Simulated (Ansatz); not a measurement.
**A plane-wave run on Mn4GaMo4Se4**

The input, for Ansatz 0.2.0 (plane waves, PAW):

```yaml
crystal:
  lattice:
    - [0.0, 4.793363, 4.793363]
    - [4.793363, 0.0, 4.793363]
    - [4.793363, 4.793363, 0.0]
  atoms:
    - { symbol: Mo, position: [0.4025, 0.4025, 0.4025] }
    - { symbol: Mo, position: [0.7925, 0.4025, 0.4025] }
    - { symbol: Mo, position: [0.4025, 0.4025, 0.7925] }
    - { symbol: Mo, position: [0.4025, 0.7925, 0.4025] }
    - { symbol: Se, position: [0.6338, 0.6338, 0.6338] }
    - { symbol: Se, position: [0.0986, 0.6338, 0.6338] }
    - { symbol: Se, position: [0.6338, 0.6338, 0.0986] }
    - { symbol: Se, position: [0.6338, 0.0986, 0.6338] }
    - { symbol: Mn, position: [0.1372, 0.1372, 0.1372] }
    - { symbol: Mn, position: [0.5884, 0.1372, 0.1372] }
    - { symbol: Mn, position: [0.1372, 0.1372, 0.5884] }
    - { symbol: Mn, position: [0.1372, 0.5884, 0.1372] }
    - { symbol: Ga, position: [0.0, 0.0, 0.0] }
  symmetry: { tolerance: 0.0003 }
kpoints:
  mp_grid: { grid: [5, 5, 5], shift: [0, 0, 0] }
  band_path:
    path:
      - [-0.375, 0.0, 0.375]
      - [0.0, 0.0, 0.0]
      - [0.0, 0.0, 0.5]
      - [-0.5, -0.25, 0.25]
      - [-0.5, -0.5, 0.0]
    npoints: 13
magnetization:
  spin_polarized: false
scf:
  occupations: { method: cold, width: 0.0229 }
  lower_state_search: "off"
  max_iter: 200
hamiltonian:
  pseudopotentials: { kind: paw }
  xc: r2scan
basis:
  ecutwfc: 500
  fft_grid_basis: typed
output:
  forces: true
  stress: true
  eigenvalues: true
  bader: true
  populations: true
  elf: true
  write_potential: true
  volumetric_format: npy
  dos:
    e_range: [-12, 8]
    de: 0.05
    projected: { site_lists: { Ga: [Ga], Mn: [Mn], Mo: [Mo], Se: [Se] } }
checkpoint:
  read: saved_state
```

The saved state is an earlier solution for the same cell, perhaps on another mesh. 

Excerpt of what it printed:

```
SCF iter   1: F=—  Δρ=5.85e-3  dr2=1.41e-2  dr2_τ=1.00e-2
SCF iter   2: F=—  S|Δr|=    0.00e0  Δρ=4.94e-3  dr2=5.00e-2  dr2_τ=4.63e-3  recentre
SCF iter   3: F=—  S|Δr|=    0.00e0  Δρ=4.28e-3  dr2=2.05e-2  dr2_τ=5.73e-3
SCF iter   4: F=—  S|Δr|=    0.00e0  Δρ=1.64e-3  dr2=6.90e-4  dr2_τ=1.23e-3
SCF iter   5: F=—  S|Δr|=    0.00e0  Δρ=1.46e-4  dr2=2.73e-5  dr2_τ=2.47e-6
SCF iter   6: F=—  S|Δr|=    0.00e0  Δρ=1.05e-4  dr2=1.41e-5  dr2_τ=6.50e-7
SCF iter   7: F=—  S|Δr|=    0.00e0  Δρ=1.83e-5  dr2=7.26e-7  dr2_τ=2.91e-8
SCF iter   8: F=—  S|Δr|=    0.00e0  Δρ=1.65e-5  dr2=7.86e-7  dr2_τ=2.25e-8
SCF iter   9: F=-61173.0655 eV  S|Δr|=    0.00e0  Δρ=3.99e-6  dr2=3.49e-8  dr2_τ=6.61e-10
Free energy (F): -61173.0655 eV
Harris-Foulkes:  -61173.0655 eV  (|F-HF|=3.60e-8)
Internal energy: -61173.0644 eV  (E = F + TS)
E sigma→0 (E₀):  -61173.0651 eV
Entropy (-TS):   -0.0011 eV (-0.082 meV/atom)
Fermi energy:    14.4691 eV
--- Forces (eV/Å), atoms counted from 1 ---
  atom   1  Mo    -4.7888    -4.7888    -4.7888
  atom   2  Mo    -4.7888     4.7888     4.7888
  atom   3  Mo     4.7888     4.7888    -4.7888
  atom   4  Mo     4.7888    -4.7888     4.7888
  atom   5  Se     3.8829     3.8829     3.8829
  atom   6  Se     3.8829    -3.8829    -3.8829
  atom   7  Se    -3.8829    -3.8829     3.8829
  atom   8  Se    -3.8829     3.8829    -3.8829
  atom   9  Mn     1.4739     1.4739     1.4739
  atom  10  Mn     1.4739    -1.4739    -1.4739
  atom  11  Mn    -1.4739    -1.4739     1.4739
  atom  12  Mn    -1.4739     1.4739    -1.4739
  atom  13  Ga     0.0000     0.0000     0.0000
--- Stress (GPa, compression-positive) ---
       27.1314       0.0000       0.0000
        0.0000      27.1314       0.0000
        0.0000       0.0000      27.1314
  P = ⅓ Tr σ = 27.1314 GPa (271.314 kbar)
--- Löwdin populations: 13 sites ---
  site symbol       q [e]
     0     Mo     14.0243
     1     Mo     14.0243
     2     Mo     14.0243
     3     Mo     14.0243
     4     Se     15.8630
     5     Se     15.8630
     6     Se     15.8630
     7     Se     15.8630
     8     Mn     14.6222
     9     Mn     14.6222
    10     Mn     14.6222
    11     Mn     14.6222
    12     Ga     14.0326
  spilling = 0.0048 (of n_electrons = 193.0000)
--- Bader charges: 13 sites ---
  site symbol  charge [e]  shift [e]
     0     Mo      0.4847     0.0003
     1     Mo      0.4847     0.0003
     2     Mo      0.4847     0.0003
     3     Mo      0.4848     0.0003
     4     Se     -0.5164     0.0003
     5     Se     -0.5163     0.0003
     6     Se     -0.5163     0.0003
     7     Se     -0.5163     0.0003
     8     Mn      0.1637     0.0005
     9     Mn      0.1638     0.0005
    10     Mn      0.1638     0.0005
    11     Mn      0.1638     0.0005
    12     Ga     -0.5285     0.0018
```

Origin: a known structure type with other elements, at an estimated volume, so it need not be a known compound. Caveats: no spin polarisation, so a magnetic state may lie lower; atoms or cell far from equilibrium.
